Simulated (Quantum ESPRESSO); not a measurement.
```cif
data_Si4
_chemical_formula_sum 'Si4'
_space_group_name_H-M_alt 'P 1'
_space_group_IT_number 1
_cell_length_a 3.86413
_cell_length_b 3.86413
_cell_length_c 6.37835
_cell_angle_alpha 90.000
_cell_angle_beta 90.000
_cell_angle_gamma 120.000
loop_
_space_group_symop_operation_xyz
  'x, y, z'
loop_
_atom_site_label
_atom_site_type_symbol
_atom_site_fract_x
_atom_site_fract_y
_atom_site_fract_z
_atom_site_occupancy
Si1 Si 0.33333 0.66667 0.06285 1
Si2 Si 0.66667 0.33333 0.93715 1
Si3 Si 0.66667 0.33333 0.56285 1
Si4 Si 0.33333 0.66667 0.43715 1
```

The PBEsol cell relaxed from Materials Project entry mp-165 was given an isotropic strain of +1 % on all lattice vectors, and the atoms were relaxed again.

**Question.** What does PBEsol (pw.x of Quantum ESPRESSO, ONCV potentials, without SOC) give for the electronic structure near the Fermi level?

**Answer.** The PBEsol gap is indirect, 0.35 eV, from Γ to M; the smallest direct gap is 0.87 eV. 

This is not the ordinary phase of the substance; no match was found in the copy of COD used, and its stability was not checked.
